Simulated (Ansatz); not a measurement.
**SiC with Fe replacing C — 57Fe Mössbauer parameters**

Cell: a supercell of SiC (wurtzite type, P6_3mc) built from a COD entry, with the ions relaxed around the defect (PBE).

```
CELL_PARAMETERS angstrom
6.15200 0.00000 0.00000
-3.07600 5.32779 0.00000
0.00000 0.00000 10.09600
ATOMIC_POSITIONS crystal
Si 0.12648 0.31272 0.97996
Si 0.17349 0.33695 0.50148
Si 0.15623 0.82799 0.00549
Si 0.16271 0.83152 0.51034
Si 0.64778 0.32594 0.00462
Si 0.67498 0.33359 0.50241
Si 0.64772 0.82200 0.00462
Si 0.67510 0.84179 0.50249
Si 0.34245 0.14404 0.26957
Si 0.32816 0.16298 0.75139
Si 0.34296 0.70023 0.26991
Si 0.32809 0.66519 0.75152
Si 0.89552 0.19813 0.23896
Si 0.82199 0.16114 0.74846
Si 0.82512 0.66273 0.25300
Si 0.82581 0.66297 0.75575
Fe 0.29405 0.39804 0.16283
C 0.16118 0.33065 0.69016
C 0.15814 0.82950 0.19310
C 0.15600 0.82802 0.69390
C 0.67063 0.32976 0.19119
C 0.66281 0.33343 0.68905
C 0.67055 0.84115 0.19118
C 0.66285 0.82955 0.68911
C 0.33935 0.16092 0.45195
C 0.31742 0.15639 0.93719
C 0.33949 0.67889 0.45211
C 0.31710 0.66039 0.93739
C 0.84610 0.17327 0.43678
C 0.79730 0.14870 0.93115
C 0.83326 0.66679 0.44071
C 0.82091 0.66057 0.94223
```

Sites (sets of like atoms) are named by element and the number of their first atom in this list.

Method: Kohn–Sham DFT in Ansatz, PBE, plane waves and PAW, scalar-relativistic, collinear spin, 420 eV cutoff, Γ-centred 4×4×2 k-points, Fermi–Dirac smearing 0.01 eV, cell charge -1. Start moments as typed (μB): 5 on each Fe, none on the rest. The program fits them to the shells of the files, so those used differ somewhat.

Isomer shifts (against α-Fe) follow from the electron density at the nucleus, δ = α(ρ − ρ₀), with α = -0.366 mm s⁻¹ a₀³ and ρ₀ = 14904.00 a₀⁻³ from a line fitted to 10 measured compounds at this level of theory (rms miss 0.11 mm/s). ΔE_Q = ½eQV_zz(1 + η²/3)^½ with Q = 0.160 b for the 14.4 keV state.

(1) Where do the absorption lines lie?

Results:

(1) Fe (1 atom a cell): δ = -0.18, |ΔE_Q| = 1.35 mm/s, a doublet at -0.85 and 0.50 mm/s.

The defect repeats with the cell of 32 atoms, so it feels its images: sites between two images don't show the values beside a lone defect, and zeros or small values of η there can come from the images' arrangement. The centre was started off its lattice site, so that it could distort. A uniform background compensates the cell's charge. The defect cell has no gap above 0.1 eV on its mesh, so the values can hang on the smearing and the k-mesh. With these PAW files V_zz is typically within 2 to 3 % of all-electron values, but misses above 10 % occur on Fe. The cell keeps the host's lattice, where the PBE pressure is 6 GPa (in a charged cell this depends on the convention for the mean potential). The run lost most of its start moments on Fe; a state with other moments may lie lower. Shifts outside the range of the fitted compounds (-0.1 to 1.5 mm/s for Fe) are extrapolations.
